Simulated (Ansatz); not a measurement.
## Two inputs for LiH₄BrO₂

Cell: a COD entry, its atoms then relaxed with PBE in this cell.

Space group P-1 (No. 2); a = 5.3001, b = 6.3970, c = 6.4060 Å, α = 63.69°, β = 82.04°, γ = 65.57°.

```
site  Wyckoff  site symmetry       x       y       z
  Li       2i              1  0.3064  0.3853  0.4803
  H3       2i              1  0.0312  0.8618  0.2779
  H5       2i              1  0.7965  0.3466  0.2816
  H7       2i              1  0.5849  0.6153  0.1314
  H9       2i              1  0.9265  0.7656  0.1343
  Br       2i              1  0.2493  0.1236  0.2285
 O13       2i              1  0.9843  0.7213  0.2939
 O15       2i              1  0.6168  0.4780  0.2900
```

One atom of each set is listed.

Reference run. The numbers come from a DFT calculation in Ansatz (PBE, plane waves and PAW, scalar-relativistic, 420 eV cutoff, Γ-centred 5×4×4 k-points, Fermi–Dirac smearing 0.02 eV).

Q: The input is changed as follows: `scf.occupations.width`: 0.02 → 0.2; `total_charge`: not typed → 1. What happens to V_zz (10²¹ V/m²) and η?

A: 

```
site  V_zz reference  η reference  V_zz changed  η changed
  Li           -0.13         0.41         -0.15       0.41
  H3            3.46         0.13          3.56       0.12
  H5            3.40         0.12          3.52       0.12
  H7            3.70         0.11          3.77       0.11
  H9            3.45         0.13          3.56       0.12
  Br            3.62         0.89         -3.59       0.63
 O13          -13.73         0.77        -13.45       0.80
 O15          -13.94         0.76        -13.85       0.76
```

The largest change of V_zz is on Br, from 3.62 to -3.59. In per cent, |V_zz| changes by +2 to +4 on H, -2 to -1 on O (all sites that start above 2, bar those whose gradient vanishes or changes sign or whose main axis turns by over 40°). On Br V_xx and V_yy change places (or their axes turn by over 50°), so the two values of η hide a larger change. V_zz changes sign on Br (axis turned by 38°). The changed cell holds a charge of +1 on a uniform background, so it isn't the neutral crystal. It has an odd number of electrons and no spin polarisation, so the extra carrier is shared by both spins and spread out, where a real one carries spin and can localise. The gap no longer holds the Fermi energy in the changed run, so its gradients also hang on the k-mesh and the smearing. In the changed run the smearing of 0.20 eV is wide against a gap of 0.0 eV, so its values aren't converged ones.

On the reference run: With these PAW files V_zz is typically within 2 to 3 % of all-electron values, but misses above 10 % occur on Li. The lattice is static: at room temperature water may turn and average the couplings of its hydrogen.
